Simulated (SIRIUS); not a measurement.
A self-consistent single point of Ta (Im-3m, 1 atom in the cell; from Materials Project mp-50, lattice scaled a little) with SIRIUS.

Method: PBEsol, PseudoDojo 0.4 standard norm-conserving PBEsol (tails mended) pseudopotentials (plane waves; SIRIUS).

```yaml
crystal:
  lattice:
    - [-1.66056, 1.66056, 1.66056]
    - [1.66056, -1.66056, 1.66056]
    - [1.66056, 1.66056, -1.66056]
  atoms:
    - { symbol: Ta, position: [0.00000, 0.00000, 0.00000] }
```

Reference input (self-consistent single point, DFT, PBEsol, plane waves, PseudoDojo 0.4 standard norm-conserving PBEsol (tails mended) pseudopotentials): parameters.ngridk = 11 11 11; parameters.xc_functionals = [XC_GGA_X_PBE_SOL, XC_GGA_C_PBE_SOL]; parameters.gk_cutoff = 7.616 1/bohr; parameters.pw_cutoff = 15.232 1/bohr; parameters.smearing = fermi_dirac; parameters.smearing_width = 0.00367493 Ha; potentials = PseudoDojo 0.4 standard norm-conserving PBEsol (tails mended) pseudopotentials; parameters.electronic_structure_method = pseudopotential; parameters.num_bands = 11; parameters.num_mag_dims = 0; parameters.num_dft_iter = 100; parameters.energy_tol = 1e-07 Ha. This run's input differs from it in these lines:

```diff
@@ -14,4 +14,4 @@
     "xc_functionals": ["XC_GGA_X_PBE_SOL", "XC_GGA_C_PBE_SOL"],
-    "gk_cutoff": 7.616,
-    "pw_cutoff": 15.232,
+    "gk_cutoff": 5.899,
+    "pw_cutoff": 11.799,
     "ngridk": [11, 11, 11],
```

The program printed (abridged):

```
[find] density tolerance         : 1e-06
[find] total energy tolerance    : 1e-07
[find] iter_solver_tol (initial) : 0.01
[find] iter_solver_tol (target)  : 1e-13
[find] num_dft_iter              : 100
Charges and magnetic moments
--------------------------------------------------------------------------------
total charge          : 13.000000
[find] | SCF iteration   0 out of 100|
[diagonalize] iterative solver tolerance (occupied, empty): 0.01 0.01
[diagonalize] average number of iterations: 3.26786
[find] Charges and magnetic moments
[find] total charge          : 13.000000
[find] Energy
   [... lines left out ...]

[find] Charges and magnetic moments
[find] total charge          : 13.000000
[find] Energy
[find] smearing (-TS)                 :      -0.00154933
[find] Total energy                   :     -65.06587548 (Ha),    -130.13175097 (Ry)
[find] Free energy (E-TS)             :     -65.06742481 (Ha),    -130.13484962 (Ry)
[find] band gap (eV)                  :       0.00000000
[find] Efermi                         :       0.65961397
[find] iteration : 14, RMS (target) : 4.4089e-07 (1.0000e-06) , energy difference (target) : 1.7226e-09 (1.0000e-07)
[find] bands are converged : true
[find] iterative solver converged : false
[find] converged after 15 SCF iterations!
[find] Charges and magnetic moments
[find] total charge          : 13.000000
[find] Energy
[find] smearing (-TS)                 :      -0.00154933
[find] Total energy                   :     -65.06587548 (Ha),    -130.13175097 (Ry)
[find] Free energy (E-TS)             :     -65.06742481 (Ha),    -130.13484962 (Ry)
[find] band gap (eV)                  :       0.00000000
[find] Efermi                         :       0.65961397
[ground_state] === stress tensor components [kbar] ===
[ground_state] === stress_total ===
[ground_state]   239.055943    0.000000    0.000000
[ground_state]     0.000000  239.055943   -0.000000
[ground_state]     0.000000   -0.000000  239.055943
[ground_state] ==== total Forces in Ha/bohr =====
[ground_state] atom:    0, force:       0.0000000      0.0000000      0.0000000
```

The run converged in 15 iterations. SIRIUS prints the stress tensor with tension positive. Against the reference run the free energy goes up by 395 meV/atom and the pressure goes from -6.97 to -23.91 GPa.

This run is one point of a test of settings, so its values need not be converged; read them against the reference run alone. The structure comes from a collection of computed structures, made at another level of theory; the collection holds predicted forms beside known ones. Its lattice was then scaled. No clean gap shows at this smearing width and mesh (spacing up to 0.24 Å⁻¹); the mesh is coarse for partly filled bands, so the values carry mesh errors.

Cost on one core: roughly 13 core-seconds.

At a cut-down plane-wave cutoff the stress holds a Pulay term: a spurious tension from the incomplete basis, which lowers the pressure; energies, forces and gaps of such rows are unconverged too.

“Tails mended”: in these copies of the files the far tail of each local potential was reset to the Coulomb form.
